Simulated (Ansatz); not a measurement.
## GdIn (Pm-3m): couplings from the magnetic force theorem

The source of the geometry is a structure as deposited in COD; atoms and cell stay fixed.

Functional, mesh and filling: LDA, 12×12×12 k mesh, Fermi–Dirac smearing of 0.03 eV. AE-PAW is all-electron PAW in Ansatz 0.2.0 on datasets made for the crystal. Site moments are integrated in spheres about the atoms.

The run was typed so:

```yaml
crystal:
  lattice:
    - [3.83, 0.0, 0.0]
    - [0.0, 3.83, 0.0]
    - [0.0, 0.0, 3.83]
  atoms:
    - { symbol: Gd, position: [0.0, 0.0, 0.0], spin: 7.0 }
    - { symbol: In, position: [0.5, 0.5, 0.5] }
magnetization:
  spin_polarized: true
kpoints:
  mp_grid: { grid: [12, 12, 12] }
  band_path:
    path:
      - [0.0, 0.0, 0.0]
      - [0.0, 0.5, 0.0]
      - [0.5, 0.5, 0.0]
      - [0.0, 0.0, 0.0]
      - [0.5, 0.5, 0.5]
      - [0.0, 0.5, 0.0]
      - [0.5, 0.5, 0.5]
      - [0.5, 0.5, 0.0]
    npoints: 8
scf:
  occupations: { method: fermi_dirac, width: 0.03 }
hamiltonian:
  xc: lda
  pseudopotentials: { kind: all_electron, datasets: crystal }
output:
  eigenvalues: false
  eigenstates:
    nscf_kmesh: { grid: [12, 12, 12] }
    top_band: c35
    exchange_couplings: { magnetic: [{ species: Gd }] }
```

Command: `ansatz run input.yaml --threads 2 --pin off --max-ram 5120MiB --backend cpu --events-out ev --progress --plain --runs-dir out`

Site moments (μB): Gd1 7.00, In2 -0.02. Cell moment 7.13 μB.

Couplings come from the force theorem (directions of the magnetic atoms constrained, all else relaxed) on a 12×12×12 mesh, with E = −Σ J e_i·e_j over ordered pairs of unit vectors, so positive J favours parallel moments.

```json
{"pair": "Gd1–Gd at 3.83 Å", "count": "6", "J AE-PAW (meV)": "+3.07", "J, frozen-core files (meV)": "+3.08"}
{"pair": "Gd1–Gd at 5.42 Å", "count": "12", "J AE-PAW (meV)": "-0.33", "J, frozen-core files (meV)": "-0.34"}
{"pair": "Gd1–Gd at 6.63 Å", "count": "8", "J AE-PAW (meV)": "-1.30", "J, frozen-core files (meV)": "-1.30"}
{"pair": "Gd1–Gd at 7.66 Å", "count": "6", "J AE-PAW (meV)": "+0.67", "J, frozen-core files (meV)": "+0.69"}
{"pair": "Gd1–Gd at 8.56 Å", "count": "24", "J AE-PAW (meV)": "+0.01", "J, frozen-core files (meV)": "+0.01"}
{"pair": "Gd1–Gd at 9.38 Å", "count": "24", "J AE-PAW (meV)": "-0.02", "J, frozen-core files (meV)": "-0.02"}
{"pair": "Gd1–Gd at 10.83 Å", "count": "12", "J AE-PAW (meV)": "+0.01", "J, frozen-core files (meV)": "+0.01"}
{"pair": "Gd1–Gd at 11.49 Å, set 1", "count": "6", "J AE-PAW (meV)": "+0.12", "J, frozen-core files (meV)": "+0.13"}
{"pair": "Gd1–Gd at 11.49 Å, set 2", "count": "24", "J AE-PAW (meV)": "+0.03", "J, frozen-core files (meV)": "+0.03"}
```

Pairs at one distance with different couplings are listed as sets.

The program reports that this state isn't the lowest of its own couplings. The gain of the softest rotation is smaller than what its band sum leaves out of a whole turn, though, so more bands could change its sign.

The couplings come from one mesh, and their convergence in k wasn't tested.

Without U a semilocal functional puts the f levels too near the Fermi level, which can change moments and the order of magnetic states; site and cell moments are spin moments. Spin–orbit coupling is left out although heavy atoms are present. With open f shells a run can end in a state that isn't the lowest. The program couldn't verify every level among the many empty bands that the force theorem sums over. The magnetic state is the one that this cell and start allow. It needn't be the compound's measured order, which may need a larger cell or be absent.
